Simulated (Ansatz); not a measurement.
Structures of K₃Rh: which is lowest?

Plane-wave DFT in Ansatz with scalar-relativistic PAW potentials, cutoff 420 eV, Γ-centred meshes chosen by cell and gap, Gaussian smearing with energies taken to zero width. Every cell was relaxed (cell and atoms) in a run of its own, within the symmetry of its start. Functional: PBE.

Relaxed structures (starts from databases or built by putting these elements on another compound's sites):
A. P6_3/mmc, 8 atoms in the computed cell, a = 7.996 Å, c = 5.529 Å; sites (symmetry × multiplicity) K mm2 × 6, Rh -6m2 × 2; start: built
B. Pm-3m, 4 atoms in the computed cell, a = 5.298 Å; sites (symmetry × multiplicity) K 4/mm.m × 3, Rh m-3m × 1; start: built

Problem. Rank them by energy. Could pressure change the order?

Solution.
```csv
structure,group,E − E(lowest) (meV/atom),V (Å³/atom),gap on mesh (eV)
A,P6_3/mmc,0.0,38.26,0.00
B,Pm-3m,73,37.18,0.00
```

A is lowest, 73 meV/atom under B. The two lowest differ in volume by under 3 %, too little for a first-order estimate of what pressure does to that pair (other pairs aren't weighed here); with rigid cells even 3 % in favour of the higher one would need about 10 GPa. Other structures may lie lower than all of these, and vibrations aren't counted.